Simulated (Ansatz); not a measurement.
Relaxed TiN (rock salt):

```yaml
crystal:
  lattice:
    - [0.00000, 4.23332, 4.23332]
    - [2.11666, 2.11666, 4.23332]
    - [2.11666, 2.11666, 0.00000]
  atoms:
    - { symbol: N, position: [0.00000, 0.00000, 0.00000] }
    - { symbol: N, position: [0.50000, 0.00000, 0.00000] }
    - { symbol: Ti, position: [0.00000, 0.50000, 0.50000] }
    - { symbol: Ti, position: [0.50000, 0.50000, 0.50000] }
```

A phonon eigenvector at X = (0.5, 0.5, 0.0) is frozen into this cell: atom i moves by Q times the vector below, so Q is the largest atomic displacement, in Å. The cell is held. (q is in reciprocal vectors of the primitive cell; the cell shown is doubled to hold the pattern.)

```
atom      x      y       z
----  -----  -----  ------
N1    0.000  0.000  -1.000
N2    0.000  0.000   1.000
Ti3   0.000  0.000   0.051
Ti4   0.000  0.000  -0.051
```

These are r2SCAN (plane waves to 500 eV, PAW, scalar-relativistic; Ansatz, an electronic-structure program) values and carry that method's errors. k mesh 19×19×19 (Γ-centred), Fermi-Dirac smearing 0.05 eV. With partly filled bands, energies and forces of such displacements shift with the k mesh and the smearing. The PAW data are Ansatz's earlier set. TiN is run without spin polarisation. TiN was relaxed with its symmetry unable to fall.

At one point of the scan the forces (eV/Å) are:

| atom | Fx | Fy | Fz |
|---|---|---|---|
| N1 | 0.000 | 0.000 | 0.825 |
| N2 | 0.000 | 0.000 | -0.825 |
| Ti3 | 0.000 | 0.000 | -0.148 |
| Ti4 | 0.000 | 0.000 | 0.148 |

**Question.** Which point is it?
A) Q = 0.050 Å
B) Q = 0.033 Å
C) Q = 0.017 Å
D) Q = 0.067 Å

**Answer.** A, Q = 0.050 Å

(For displaced atoms, the force is minus the slope of the energy, and its curvature is a force constant, which sets phonon frequencies.)
